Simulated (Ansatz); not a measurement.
**Structure relaxation, Ba**

The start is a relaxed Ba cell deformed by the Cartesian strain tensor (xx, yy, zz, yz, xz, xy) = (-0.052, 0.013, -0.084, 0.011, 0.098, 0.040). The cell and all atomic positions are relaxed at zero pressure with r2SCAN (plane waves to 500 eV, PAW, scalar-relativistic; Ansatz, a quantum-chemistry and plane-wave program). The first steps use a coarse 10×9×9 k-mesh.

Initial structure:
```
CELL_PARAMETERS angstrom
     -2.05304     2.49434     2.10250
      2.55013    -2.43854     2.54379
      2.25847     2.64397    -2.04670
ATOMIC_POSITIONS crystal
  Ba 0.00000 0.00000 0.00000
```

Task: How much energy is released per atom?

Result: 0.11 eV/atom.

Task: How does the volume change?

Result: +15.2 %, from 56.67 to 65.25 Å³/atom.

Final values are on a 13×13×13 k-mesh of the relaxed cell. No spin polarisation in the result.

The run could not lose the symmetry of its start.
